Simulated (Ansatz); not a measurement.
ZnO (wurtzite, P6_3mc), the program Ansatz at the r²SCAN level (PAW), all energies at zero smearing, with the estimated change up to a 700 eV cutoff added, with one set of potentials and settings (totals compare only within such a set). Cell of 4 atoms (2 Zn, 2 O): -7789.863 eV.

```tsv
element	reference phase	E (eV/atom)
Zn	P6_3/mmc, 2 atoms in the cell	-3325.6729
O	C2/m, 4 atoms in the cell, spin-polarised	-566.0281
```

Formation energy per atom, worked out: (-7789.863 − 2×(-3325.6729) − 2×(-566.0281))/4 = -1.615 eV/atom (-156 kJ per mol of atoms), at 0 K, without zero-point energy or fitted corrections.

The r²SCAN relaxation kept the symmetry of its start. The references are the lowest solids computed at this level, not always the standard phases (solids in place of the gases).

Potentials: the later of the program's two PAW sets.
